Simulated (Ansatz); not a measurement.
Consider the following.

Hf3N2:
```cif
data_Hf9N6
_chemical_formula_sum 'Hf9 N6'
_space_group_name_H-M_alt 'R-3m :H'
_space_group_IT_number 166
_space_group_name_Hall '-R 3 2"'
_cell_length_a 3.20959
_cell_length_b 3.20959
_cell_length_c 23.31176
_cell_angle_alpha 90.000
_cell_angle_beta 90.000
_cell_angle_gamma 120.000
loop_
_atom_site_label
_atom_site_type_symbol
_atom_site_symmetry_multiplicity
_atom_site_Wyckoff_symbol
_atom_site_fract_x
_atom_site_fract_y
_atom_site_fract_z
_atom_site_occupancy
Hf1 Hf 6 c 0.00000 0.00000 0.22038 1
Hf2 Hf 3 a 0.00000 0.00000 0.00000 1
N1 N 6 c 0.00000 0.00000 0.38793 1
```
(The calculation used a cell of 5 atoms; values per cell refer to that cell.)

This is the r²SCAN-relaxed structure.

### Question
All from the program Ansatz at the r²SCAN level (PAW), unless another level is named. Estimate the electronic character.

### Answer
metallic (no gap).

### Question
What about the density of states at the Fermi level?

### Answer
0.24 states/eV per atom (mean over ±0.08 eV).

### Question
Predict the formation energy from the elements (no fitted shifts).

### Answer
-1.60 eV/atom.

The first step of the workflow began from a Materials Project structure, measured or hypothetical; the Crystallography Open Database copy checked does not list it. Its standing as an ambient phase is unchecked. Symmetry was held in the r²SCAN relaxation; its stability against distortions is not shown here. No spin polarisation was allowed. The references are the lowest solids computed at this level, not always the standard phases (solids in place of the gases). Scalar-relativistic: spin–orbit coupling is off unless named, which matters more the heavier the elements.

Potentials: the earlier of the program's two PAW sets.
